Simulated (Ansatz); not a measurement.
Zone-centre phonons of FeBiS₃: input and output

The calculation used DFT PBE, scalar-relativistic, plane waves, PAW in Ansatz 0.2.0.

It can be run as:
```bash
ansatz run input.yaml --threads 2 --pin off --backend cpu --events-out ev --progress --plain --runs-dir out  # memory cap (--max-ram) not shown
```

Input (bare energies are in eV):
```yaml
crystal:
  lattice:
    - [3.2348457163, 1.8676390451, 2.64163116]
    - [-3.2348457163, 1.8676390451, 2.64163116]
    - [0.0, -3.7352780902, 2.64163116]
  atoms:
    - { symbol: Fe, position: [0.5, 0.5, 0.5], spin: 2.57 }
    - { symbol: Bi, position: [0.0, 0.0, 0.0] }
    - { symbol: S, position: [0.0, 0.5, 0.5], spin: 0.12 }
    - { symbol: S, position: [0.5, 0.0, 0.5], spin: 0.12 }
    - { symbol: S, position: [0.5, 0.5, 0.0], spin: 0.12 }
basis:
  ecutwfc: 420
kpoints:
  mp_grid: { grid: [9, 9, 9] }
hamiltonian:
  xc: pbe
scf:
  occupations: { method: gaussian, width: 0.2 }
output:
  eigenvalues: true
  populations: true
magnetization:
  spin_polarized: true
phonons:
  method: dfpt
  eigenvectors: true
```

Results section of the output:
```
--- Phonons (Γ-DFPT): 6 representative perturbations + reference, on 365 of 729 k-points (Σ response iterations 50) ---
  k mesh reduced under 1 symmetry operation, with k and −k counted as one. Each operation leaves every solved perturbation unchanged. A smaller set is not used because it would not reduce the number of displacements ...
  ASR residual: 7.798e-5 → 0.000e0 eV/Å²; symmetrization residual: 3.377e-5 eV/Å²
  ASR residual per site (eV/Å²): 3.33e-5 7.80e-5 6.68e-5 6.68e-5 6.68e-5
  Γ frequencies (cm⁻¹): -184.25 -184.25 -184.16 -175.39 -175.30 -175.30 0.00 0.00 0.00 61.78 61.78 61.83 320.51 320.51 320.52
  non-analytic LO–TO correction: not included (Born effective charges unavailable; polar crystals: no LO–TO splitting at Γ)
--- Löwdin populations: 5 sites ---
  site symbol q [e]    m [muB]
     0     Fe     15.3230     2.3738
     1     Bi     14.2199    -0.0645
     2      S      6.3869     0.1942
     3      S      6.3869     0.1942
     4      S      6.3869     0.1942
  spilling = 0.006050 (of n_electrons = 49.000000)
```

Its imaginary modes show that this cell, built by swapping an element in a database structure, isn't a minimum of the energy. In a metal, frequencies and elastic constants depend on the k mesh and the smearing, soft modes and shear constants most. Spin–orbit coupling is left out, which matters for heavy elements. A semilocal functional can close a gap that the real compound has.

Negative frequencies stand for imaginary ones: the cell is unstable against these modes.